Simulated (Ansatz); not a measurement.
NbN (space group P6_3/mmc)

```yaml
crystal:
  lattice:
    - [2.96337, 0.00000, 0.00000]
    - [-1.48169, 2.56635, 0.00000]
    - [0.00000, 0.00000, 11.15511]
  atoms:
    - { symbol: Nb, position: [0.66667, 0.33333, 0.87820] }
    - { symbol: Nb, position: [0.33333, 0.66667, 0.12180] }
    - { symbol: Nb, position: [0.33333, 0.66667, 0.37820] }
    - { symbol: Nb, position: [0.66667, 0.33333, 0.62180] }
    - { symbol: N, position: [0.00000, 0.00000, 0.00000] }
    - { symbol: N, position: [0.00000, 0.00000, 0.50000] }
    - { symbol: N, position: [0.66667, 0.33333, 0.25000] }
    - { symbol: N, position: [0.33333, 0.66667, 0.75000] }
```

This relaxed cell (volume V₀) is scaled evenly in all directions, its shape held. The atoms relax within the cell's symmetry.

These are PBEsol (plane waves to 420 eV, PAW, scalar-relativistic; Ansatz, an electronic-structure program) values and carry that method's errors. k mesh 18×18×5 (Γ-centred), Fermi-Dirac smearing 0.05 eV. E stands for the smeared free energy. Stress and pressure are positive under compression. With the shape held, the modulus is that of even scaling; a crystal free to change shape is softer. NbN is run without spin polarisation. NbN was relaxed with its symmetry unable to fall. The zero of ΔE is the relaxed starting cell. The last digit holds for this mesh only.

```tsv
V (Å³/atom)	ΔE (meV/atom)
9.968	44.0
10.074	30.0
10.180	18.9
10.286	10.4
10.392	withheld
10.498	1.1
10.604	0.0
10.710	1.1
10.816	4.2
10.923	9.4
11.029	16.3
11.135	25.1
11.241	35.5
```

Task: Fit a third-order Birch-Murnaghan form (E₀, V₀, B₀, B₀′ free) to the given rows and predict ΔE at V = 10.392.

Result: Least squares on the 12 given rows: ΔE = E₀ + (9V₀B₀/16)·y²·[2 + (B₀′ − 4)y], y = (V₀/V)^(2/3) − 1, with V₀ = 10.604 Å³/atom, B₀ = 330.4 GPa (160.2 GPa = 1 eV/Å³; the term in eV is multiplied by 1000), B₀′ = 4.37, E₀ = 0.01 meV/atom; root-mean-square residual 0.05 meV/atom. At 10.392 the fit gives 4.5 meV/atom; the calculation gives 4.5 meV/atom, the same to the digits shown. For the pressure the fit gives 7.0 GPa against the computed 7.0 GPa.

(Under strain, the slope of the energy per volume gives the stress and its curvature an elastic modulus.)
